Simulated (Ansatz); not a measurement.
All-electron card of YHg

```
Y Hg
1.0
     3.68200    0.00000    0.00000
     0.00000    3.68200    0.00000
     0.00000    0.00000    3.68200
Y Hg
1 1
Direct
  0.50000 0.50000 0.50000
  0.00000 0.00000 0.00000
```

Atom numbers follow the list: Y1, Hg2.

The conventional cell has a = 3.682 Å, b = 3.682 Å, c = 3.682 Å, α = 90.00°, β = 90.00°, γ = 90.00°. Y (atom 1) has 8 Hg at 3.19 Å as nearest neighbours. Hg (atom 2) is surrounded by 8 Y at 3.19 Å.

The geometry is COD entry 1523310, unchecked; take it as a test cell.

Spin polarisation is left out, and whether a magnetic state lies lower isn't shown here.

No spin–orbit coupling, which matters for the heavy atoms here.

Levels of theory: DFT, LDA, all-electron LAPW, scalar-relativistic (Ansatz 0.2.0); DFT, LDA, PAW with Ansatz's default frozen-core files, scalar-relativistic (Ansatz 0.2.0).

For LAPW: a Γ-centred 11×11×11 k mesh, Fermi–Dirac smearing of 0.08 eV, basis error target 0.25 meV/atom, no spin polarisation. PAW takes a cutoff of 420 eV at this cell (files made with PBE, cores remade for this functional). The Ansatz runs share mesh, smearing and spin set-up. Values come from LAPW unless marked.

```json
{
  "Pressure at this cell": "-3.48 GPa",
  "Band gap": "none: with an odd electron count and no spin polarisation the bands can't all be full, a metal in this set-up (spin order or a larger cell could open a gap)",
  "Density of states at the Fermi level (0.2 eV bin)": "1.89 states/eV per cell",
  "Löwdin charges (with 0.52 e of the cell spilling out of the atomic basis, so their sizes and signs hang on that basis)": "Y1 -0.38, Hg2 0.90 e",
  "Bader charges (from the PAW run)": "Y1 +1.45, Hg2 -1.45 e",
  "Volume per atom": "24.96 Å³"
}
```
